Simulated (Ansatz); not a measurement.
Computed properties of BaN2

BaN₂:
```xyz
6
Lattice="3.5716 2.2024 0.0000 -3.5716 2.2024 0.0000 -1.8606 0.0000 7.0410" Properties=species:S:1:pos:R:3 pbc="T T T"
Ba    -1.3955     3.5001     5.2807
Ba    -0.4652     0.9047     1.7602
N     -2.4636     1.5557     3.8380
N      0.6030     2.8491     3.2030
N     -0.3273     1.5557     6.7235
N     -1.5333     2.8491     0.3175
```

Space group C2/c (No. 15); conventional cell a = 7.1431 Å, b = 4.4048 Å, c = 7.2827 Å, α = γ = 90.00°, β = 104.80°.

Method: r²SCAN (plane waves, PAW; program Ansatz). Structure relaxed to zero pressure with the same functional. Other levels are named where they apply.

Cell and energy:

```
Quantity                                                       Value
-----------------------------------------------------  -------------
Volume per atom                                             18.46 Å³
Density                                                   4.96 g/cm³
Formation energy from the elements (no fitted shifts)  -0.65 eV/atom
```

Electronic structure:

```
Property                                                                    Result
------------------------------------  --------------------------------------------
Electronic character                                             metallic (no gap)
Density of states at the Fermi level  0.47 states/eV per atom (mean over ±0.08 eV)
Gap with spin–orbit coupling                                       none (metallic)
```

Mechanics:

```
Item                                  Result
----------------------------------  --------
Bulk modulus (Birch–Murnaghan fit)  55.5 GPa
Pressure derivative B′                   5.2
```

Charges:

```
Quantity                    Result
-------------  -------------------
Bader charges  Ba +1.35, N -0.68 e
```

The workflow started from a Materials Project entry (that database holds measured and hypothetical structures alike); the Crystallography Open Database copy checked does not list it. Whether it is the stable phase at ambient conditions was not checked. The r²SCAN relaxation kept the symmetry of its start; whether a distortion lowers the energy is not shown. The references are the lowest solids computed at this level, not always the standard phases (solids in place of the gases). Scalar-relativistic: spin–orbit coupling is off unless named, which matters more the heavier the elements.

Potentials: the later of the program's two PAW sets.
